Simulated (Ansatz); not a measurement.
Starting cell, RbCaH₃ (cubic perovskite):

```
RbCaH3
1.0
    8.79667     0.00000     0.00000
    0.00000     4.39833     0.00000
    0.00000     0.00000     4.39833
Rb Ca H
2 2 6
Cartesian
  0.00000   0.00000   0.00000
  4.39833   0.00000   0.00000
  2.19917   2.19917   2.19917
  6.59750   2.19917   2.19917
  2.19917   0.00000   2.19917
  6.59750   0.00000   2.19917
  0.00000   2.19917   2.19917
  4.39833   2.19917   2.19917
  2.19917   2.19917   0.00000
  6.59750   2.19917   0.00000
```

The atoms are displaced by Q × the pattern below (from a DFPT mode at X = (0.5, 0.0, 0.0), largest move 1; Q in Å), at fixed cell. (q is in reciprocal vectors of the primitive cell; the cell shown is doubled to hold the pattern.)

```
atom       x      y      z
----  ------  -----  -----
H5    -1.000  0.000  0.000
H6     1.000  0.000  0.000
H9     1.000  0.000  0.000
H10   -1.000  0.000  0.000
```

Atoms not listed stay in place.

The numbers are results of LDA (plane waves to 420 eV, PAW, scalar-relativistic; Ansatz, a program for electronic structure), not measurements. k mesh 4×8×8 (Γ-centred), Fermi-Dirac smearing 0.05 eV. E stands for the smeared free energy. RbCaH3 was relaxed with its symmetry unable to fall. The zero of ΔE is the undisplaced structure.

Problem. Estimate the ΔE (meV/cell) for Q (Å) = -0.180, -0.150, -0.120, -0.090, -0.030, 0.030, 0.090, 0.120.

Solution. 
```json
[
 {"Q (Å)": "-0.180", "ΔE (meV/cell)": "43.9"},
 {"Q (Å)": "-0.150", "ΔE (meV/cell)": "30.2"},
 {"Q (Å)": "-0.120", "ΔE (meV/cell)": "19.2"},
 {"Q (Å)": "-0.090", "ΔE (meV/cell)": "10.7"},
 {"Q (Å)": "-0.030", "ΔE (meV/cell)": "1.2"},
 {"Q (Å)": "0.030", "ΔE (meV/cell)": "1.2"},
 {"Q (Å)": "0.090", "ΔE (meV/cell)": "10.7"},
 {"Q (Å)": "0.120", "ΔE (meV/cell)": "19.2"}
]
```

(A displaced cell: forces are minus the slopes of the energy, force constants its curvatures, and phonons follow from these.)
